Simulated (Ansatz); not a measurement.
InSn₂Sb in space group R3m (No. 160; In on 3a, Sb on 3a, Sn on 3a, Sn on 3a) at seven volumes, DFT-PBEsol in the program Ansatz with PAW potentials, shape and atoms relaxed at each. One row is withheld.

```json
[
 {"V (Å³/atom)": "32.071", "P (GPa)": "?"},
 {"V (Å³/atom)": "33.128", "P (GPa)": "2.76"},
 {"V (Å³/atom)": "34.185", "P (GPa)": "1.27"},
 {"V (Å³/atom)": "35.243", "P (GPa)": "0.00"},
 {"V (Å³/atom)": "36.300", "P (GPa)": "-1.07"},
 {"V (Å³/atom)": "37.357", "P (GPa)": "-1.98"},
 {"V (Å³/atom)": "38.415", "P (GPa)": "-2.73"}
]
```

Problem. Fit the shown pressures and predict the withheld one.

Solution. Third-order Birch–Murnaghan: P = (3/2)B₀(x^(7/2) − x^(5/2))[1 + (3/4)(B′ − 4)(x − 1)] with x = (V₀/V)^(2/3). Least squares on the six rows gives V₀ = 35.242 Å³/atom, B₀ = 38.71 GPa, B′ = 4.62. At V = 32.071, x = 1.0649 and P = 4.54 GPa. The run itself gave 4.48 GPa.

The start of the workflow was typed in or built on a structure type; neither database checked (COD, Materials Project) lists it. Its standing as an ambient phase is unchecked. The cell was relaxed with PBEsol under the symmetry of its start; its stability against distortions is not shown here. The volume moved by 31 % from the start of the relaxation. Spin–orbit coupling is left out wherever it is not named.

Potentials: the earlier of the program's two PAW sets. The files were generated under PBE; for other functionals the program regenerates the frozen cores, and for LDA and PBEsol the local potential too.
